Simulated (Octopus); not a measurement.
BaS (Fm-3m, No. 225): conduction levels under hydrostatic strain

BaS (Fm-3m, No. 225), cubic lattice constant 6.451 Å. The cell is a database entry, not relaxed again.

Method: LDA in Octopus 16.4; grid spacing about 0.18 Å, Γ-centred 6×6×6 k-mesh, Fermi-Dirac smearing of 0.01 eV, no spin polarisation; PseudoDojo 0.4 LDA potentials. Spin-orbit coupling is left out. The cell is scaled uniformly. Energies of the lowest empty band count from each cell's highest valence level among the special points, at Γ; they are Kohn-Sham values at fixed points of the zone. The level at Γ is left out: two levels cross there within the series.

```tsv
a (Å)	ln(V/V₀)	X (eV)	L (eV)
6.161	-0.1381	1.735	5.757
6.226	-0.1069	1.804	5.669
6.290	-0.0760	?	?
6.355	-0.0453	1.922	5.486
6.419	-0.0150	1.972	5.381
6.451	0.0000	1.995	5.329
6.516	0.0299	2.038	5.227
```

V₀ is the volume of the database cell.

Fit each column by a quadratic in ln V through the rows shown. Give the volume deformation potentials dE/d ln V at the withheld row, and predict that row.

Fits: X: 1.995 +1.50 x −2.8 x²; L: 5.332 −3.47 x −2.8 x², with x = ln(V/V₀). At x = -0.0760 the slopes are +1.9 eV (X), −3.0 eV (L). Predicted against computed: 1.865 against 1.866 eV, 5.579 against 5.580 eV.

The lowest of these levels is that at X in all rows.
